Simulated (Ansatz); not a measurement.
An Ansatz (a first-principles code) run. Input:

Ansatz 0.2 input:
```yaml
crystal:
  lattice:
    - [5.9205441374, 0.0, 0.0]
    - [0.0, 3.4854300331, 0.0]
    - [0.0, 0.0, 5.9694110438]
  atoms:
    - { symbol: Be, position: [0.1452261654, 0.25, 0.9051757252] }
    - { symbol: Be, position: [0.3547738346, 0.75, 0.4051757252] }
    - { symbol: Be, position: [0.8547738346, 0.75, 0.0948242748] }
    - { symbol: Be, position: [0.6452261654, 0.25, 0.5948242748] }
    - { symbol: S, position: [0.7824480591, 0.25, 0.9150810511] }
    - { symbol: S, position: [0.7175519409, 0.75, 0.4150810511] }
    - { symbol: S, position: [0.2175519409, 0.75, 0.0849189489] }
    - { symbol: S, position: [0.2824480591, 0.25, 0.5849189489] }
kpoints:
  mp_grid: { grid: [3, 5, 3] }
hamiltonian:
  xc: hse06
  pseudopotentials: { kind: paw }
scf:
  n_extra_bands: 8
  occupations: { method: fixed }
output:
  eigenvalues: true
  eigenstates:
    e_range: [-9.0, 14.3]
    kpoints:
      - [0.0, -0.046875, 0.0]  # VBM
      - [0.0, 0.380208, 0.0]  # CBM
      - [0.0, 0.0, 0.0]  # GAMMA
      - [0.5, 0.0, 0.0]  # X
      - [0.0, 0.0, 0.5]  # Z
      - [0.5, 0.0, 0.5]  # U
      - [0.0, 0.5, 0.0]  # Y
      - [0.5, 0.5, 0.0]  # S
      - [0.0, 0.5, 0.5]  # T
      - [0.5, 0.5, 0.5]  # R
```

Output (shortened):

```
Pseudopotential: Be, paw, valence charge 2
Pseudopotential: S, paw, valence charge 6
Functional definition: HSE06
davidson cushion auto → on  (no smearing: the cushion is to keep the highest requested band from converging to the state above it …
Crystal: 8 atoms, lattice volume = 123.183 Å³
Basis set: ecut = 420 eV, 2395 PW (Γ)
Bands: 24, of which v1, the nominal top of the filled ones, is band 16 counted from 1 (15 counted from 0)
Symmetry: 8 space group operations
Space group: Pnma (ITA 62), of the structure as read, at distance tolerance 5.0e-5 Å
k-points: 12 of 45
SCF iter   1: F=—  HF=-3987.020221 eV  |F-HF|=—  |Δ(HF+E_count)|=         —  Δρ=1.32e-3  dr2=1.51e-3  ethr=1.77e-3  ⟨swp⟩=8.9  Hψ=1713  notcnv=0
preconditioner: auto → none
SCF iter   2: F=-3987.018948 eV  HF=-3987.018574 eV  |F-HF|=3.75e-4  |Δ(HF+E_count)|=   1.65e-3  Δρ=5.85e-4  dr2=2.31e-4  ethr=4.72e-6  ⟨swp⟩=5.2  Hψ=1037  notcnv=0
SCF 1 stopped early in 2 iterations: F = -3987.018948 eV  dr2 = 2.31e-4
Crystal: 8 atoms, lattice volume = 123.183 Å³
Exchange kernel: α = 0.2500, screened, ω = 0.2079 Å⁻¹, Wigner–Seitz truncation, v(0) = 1041.5917 eV·Å³, q-mesh 3×5×3, nearest image of the exchange supercell L …
Frozen-core exchange: fock
SCF iter   1: F=—  HF=-3990.200185 eV  |F-HF|=—  |Δ(HF+E_count)|=         —  Δρ=3.33e-3  dr2=1.13e-2  ethr=7.20e-6  ⟨swp⟩=7.2  Hψ=1447  notcnv=0
preconditioner: auto → none
SCF iter   2: F=—  HF=-3990.196466 eV  |F-HF|=—  |Δ(HF+E_count)|=   3.72e-3  Δρ=1.51e-3  dr2=2.16e-3  ethr=7.20e-6  ⟨swp⟩=3.6  Hψ=876  notcnv=0
SCF iter   3: F=—  HF=-3990.202872 eV  |F-HF|=—  |Δ(HF+E_count)|=   6.41e-3  Δρ=5.59e-4  dr2=4.14e-4  ethr=5.08e-6  ⟨swp⟩=3.7  Hψ=883  notcnv=0
iter 4 solved again at ethr=1.58e-8 eV; its pass at ethr=1.24e-6 eV (dr2=5.04e-6 eV) is discarded
SCF iter   4: F=—  HF=-3990.202746 eV  |F-HF|=—  |Δ(HF+E_count)|=   1.26e-4  Δρ=7.04e-5  dr2=1.39e-5  ethr=1.58e-8  ⟨swp⟩=3.3  Hψ=1593  notcnv=0
SCF iter   5: F=-3990.202833 eV  HF=-3990.202836 eV  |F-HF|=2.87e-6  |Δ(HF+E_count)|=   9.00e-5  Δρ=6.82e-5  dr2=5.92e-6  ethr=1.58e-8  ⟨swp⟩=4.9  Hψ=1126  notcnv=0
SCF 2 stopped early in 5 iterations: F = -3990.202833 eV  dr2 = 5.92e-6
hybrid outer 1: dexx = +7.590e-3 eV, tail = 1.74e-5 eV
Crystal: 8 atoms, lattice volume = 123.183 Å³
Exchange kernel: α = 0.2500, screened, ω = 0.2079 Å⁻¹, Wigner–Seitz truncation, v(0) = 1041.5917 eV·Å³, q-mesh 3×5×3, nearest image of the exchange supercell L …
Frozen-core exchange: fock
SCF iter   1: F=—  HF=-3990.202813 eV  |F-HF|=—  |Δ(HF+E_count)|=         —  Δρ=2.91e-5  dr2=1.33e-6  ethr=2.72e-7  ⟨swp⟩=2.7  Hψ=647  notcnv=0
preconditioner: auto → none
iter 2 solved again at ethr=8.48e-11 eV; its pass at ethr=3.47e-9 eV (dr2=2.71e-8 eV) is discarded
SCF iter   2: F=-3990.202813 eV  HF=-3990.202813 eV  |F-HF|=2.62e-9  |Δ(HF+E_count)|=   4.38e-7  Δρ=7.98e-6  dr2=3.77e-8  ethr=8.48e-11  ⟨swp⟩=3.5  Hψ=1588  notcnv=0
SCF 3 converged in 2 iterations: F = -3990.202813 eV  dr2 = 3.77e-8
hybrid outer 2: dexx = +8.896e-8 eV, tail = 7.74e-8 eV, Δε = 1.39e-3 eV (about 1.72e-4 eV left of the loop's levels)
NSCF: frozen V_eff on 10 k-points
hybrid SCF converged: 2 outer / 7 inner (+2 warm-up), last move |dexx| = 8.90e-8 eV, tail = 7.74e-8 eV
Stability not checked (fock_operator)
Free energy (F): -3990.202813 eV
Frozen-core exchange: fock
Harris-Foulkes:  -3990.202813 eV  (|F-HF|=2.62e-9)
Internal energy: -3990.202813 eV  (E = F + TS)
E sigma→0 (E₀):  -3990.202813 eV
Fermi energy:    3.863880 eV
--- Per-component energies (eV) ---
  E_band       = -56.628706
  E_kinetic    = 511.539327
  E_local      = -555.589506  (includes V_loc(G=0)·N_el)
  E_nonlocal   = 129.974905
  E_hartree    = 177.072052
  E_xc         = -378.303990
  E_vxc        = -350.858156  (∫ρ·V_xc dr)
  E_exx        = -56.927072  (= α·E_x^exact, valence–valence)
  E_paw        = -2675.847133  (= ΣΔE_a)
  E_vpaw       = -31.985065  (= ΣTr[D̂ρ^β])
  E_aug_tail   = 0.000005  (compensation charges beyond the density's cutoff)
  E_ewald      = -1141.713738
  E_core_change = -0.407662  (= ΣΔE_core)
  E_smearing   =  0.000000  (= −TS)
  E_closure    =  0.000000  (closes the sum)
  Σ components = -3990.202813   (vs F -3990.202813, Δ=0.00e0)
  [band-id]    e_kinetic+e_local+e_nonlocal+2·e_hartree+e_vxc+2·e_exx+e_vpaw+e_augmentation_tail = -56.628531   (vs E_band -56.628706, Δ=1.75e-4)
--- Band table (eV; the first three rows and the last of 12) ---
  k-point 0: bands = ["-11.1045", "-9.7213", "-9.4208", "-8.7860", "-2.1117", "-1.7403", "-0.5199", "-0.4518", "0.6545", "1.4962", "2.0868", "2.4742", "3.1180", "3.4859", "3.7122", "3.8639", "8.8656", "9.2568", "10.5917", "10.6507", "10.6525", "10.6771", "11.1440", "11.4368"]
  k-point 1: bands = ["-10.8408", "-10.1839", "-9.2418", "-8.8960", "-2.1494", "-1.2993", "-0.3989", "0.2697", "0.9431", "1.6399", "1.7584", "2.0976", "2.6171", "2.7445", "3.3623", "3.5468", "8.9444", "9.1553", "10.8536", "11.0755", "11.2619", "11.5356", "11.5803", "11.8040"]
  k-point 2: bands = ["-10.7952", "-9.5089", "-9.2480", "-8.7970", "-1.8555", "-1.5212", "-0.3244", "-0.2510", "-0.1972", "0.3866", "1.3195", "1.7716", "2.1566", "2.7565", "3.0516", "3.7162", "9.2945", "10.4049", "10.9858", "11.2651", "11.5259", "11.7942", "11.9796", "12.2263"]
  k-point 11: bands = ["-9.6691", "-9.4271", "-9.0934", "-9.0111", "-2.0234", "-1.8275", "-1.5073", "-1.2608", "0.2396", "0.8708", "1.1307", "1.4698", "1.5515", "2.1568", "2.6174", "2.8210", "9.2450", "9.4798", "10.0147", "10.3995", "10.7912", "11.0445", "11.5090", "12.0516"]
```

Cost: roughly 5 core-minutes on shared cores.

The points marked VBM and CBM come from a semilocal run.

The start of the workflow was typed in or built on a structure type; neither database checked (COD, Materials Project) lists it. COD files the formula under space group No. 216, so this cell is another polymorph or a model. Whether it is the stable phase at ambient conditions was not checked. Symmetry was held in the r²SCAN+D4 relaxation; whether a distortion lowers the energy is not shown. The volume moved by 24 % from the start of the relaxation.

Potentials: the later of the program's two PAW sets.

Ansatz is a plane-wave DFT program.
